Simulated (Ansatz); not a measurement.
Cu (fcc, Cu type), conventional cell a = b = c = 3.6288 Å, α = β = γ = 90.00°. The calculation uses the primitive cell of 1 atom, to which meshes and values per cell refer.

Two coordinates are scanned: the volume, and the ratio of the stretch along z (the conventional c axis) to the stretch across it. Atoms keep their fractional coordinates.

These are PBE (plane waves to 420 eV, PAW, scalar-relativistic; Ansatz, a first-principles code) values and carry that method's errors. k mesh 22×22×22 (Γ-centred), Fermi-Dirac smearing 0.05 eV. Stress and pressure are positive under compression. With partly filled bands, the response to shear is sensitive to the k mesh, so small differences along c/a are uncertain. Cu is run without spin polarisation. Cu was relaxed with its symmetry unable to fall. The PAW data are Ansatz's earlier set. The last digit holds for this mesh only.

Changes of σzz (GPa) from the point V/V₀ = 1.000, (c/a)/(c/a)₀ = 1.000 when one coordinate moves alone (two changes are said to add if the coupling is within 5 % of the smaller one, nearly so within 20 %):

| point | change |
|---|---|
| V/V₀ = 1.000, (c/a)/(c/a)₀ = 0.960 | 1.40 |
| V/V₀ = 1.000, (c/a)/(c/a)₀ = 0.980 | 0.74 |
| V/V₀ = 0.960, (c/a)/(c/a)₀ = 1.000 | 6.40 |
| V/V₀ = 0.980, (c/a)/(c/a)₀ = 1.000 | 3.01 |
| V/V₀ = 1.020, (c/a)/(c/a)₀ = 1.000 | -2.66 |
| V/V₀ = 1.040, (c/a)/(c/a)₀ = 1.000 | -5.02 |
| V/V₀ = 1.000, (c/a)/(c/a)₀ = 1.020 | -0.78 |
| V/V₀ = 1.000, (c/a)/(c/a)₀ = 1.040 | -1.65 |

Question: Do the two effects add at V/V₀ = 1.040, (c/a)/(c/a)₀ = 0.960? Give the computed change.

Answer: The sum of the single changes is -5.02 + (1.40) = -3.62; the calculation gives -3.75, so the coupling contributes -0.13 (under 20 % of the smaller single change, nearly additive).

Question: What is the change at V/V₀ = 0.980, (c/a)/(c/a)₀ = 1.040, where both move, and how far is it from the sum?

Answer: The sum of the single changes is 3.01 + (-1.65) = 1.36; the calculation gives 1.28, so they add (within 5 % of the smaller single change).

(A scan under strain: stresses follow from slopes of the energy per volume, elastic moduli from its curvatures.)
